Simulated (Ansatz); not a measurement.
NbCu3Te4:
```cif
data_Cu3NbTe4
_chemical_formula_sum 'Nb1 Cu3 Te4'
_space_group_name_H-M_alt 'P-43m'
_space_group_IT_number 215
_space_group_name_Hall 'P -4 2 3'
_cell_length_a 5.85654
_cell_length_b 5.85654
_cell_length_c 5.85654
_cell_angle_alpha 90.000
_cell_angle_beta 90.000
_cell_angle_gamma 90.000
loop_
_atom_site_label
_atom_site_type_symbol
_atom_site_symmetry_multiplicity
_atom_site_Wyckoff_symbol
_atom_site_fract_x
_atom_site_fract_y
_atom_site_fract_z
_atom_site_occupancy
Nb1 Nb 1 a 0.00000 0.00000 0.00000 1
Cu1 Cu 3 d 0.00000 0.00000 0.50000 1
Te1 Te 4 e 0.26097 0.26097 0.26097 1
```

Relaxed with PBEsol.

Q: Tabulate the valence density and the electron localisation function along the shortest Cu–Te contact (2.58 Å), the program Ansatz at the PBEsol level (PAW).

A: 

```csv
distance from Cu (Å),density (e/Å³),ELF
0.26,36.95,0.78
0.39,17.90,0.55
0.52,7.37,0.34
0.64,2.96,0.23
0.77,1.26,0.18
0.90,0.62,0.17
1.03,0.43,0.20
1.16,0.40,0.34
1.29,0.42,0.51
1.42,0.50,0.57
1.55,0.62,0.53
1.67,0.81,0.48
1.80,1.41,0.40
1.93,3.05,0.27
2.06,6.00,0.12
2.19,9.82,0.03
2.32,13.65,0.01
```

The density is the valence pseudo-density with augmentation charge, so density and ELF within about 1 Å of a nucleus are not all-electron values.

The first step of the workflow began from a Materials Project structure, measured or hypothetical; the Crystallography Open Database copy checked does not list it. Whether it is the stable phase at ambient conditions was not checked. Symmetry was held in the PBEsol relaxation; its stability against distortions is not shown here. No spin polarisation was allowed. Scalar-relativistic: spin–orbit coupling is off unless named, which matters more the heavier the elements.

Potentials: the later of the program's two PAW sets.
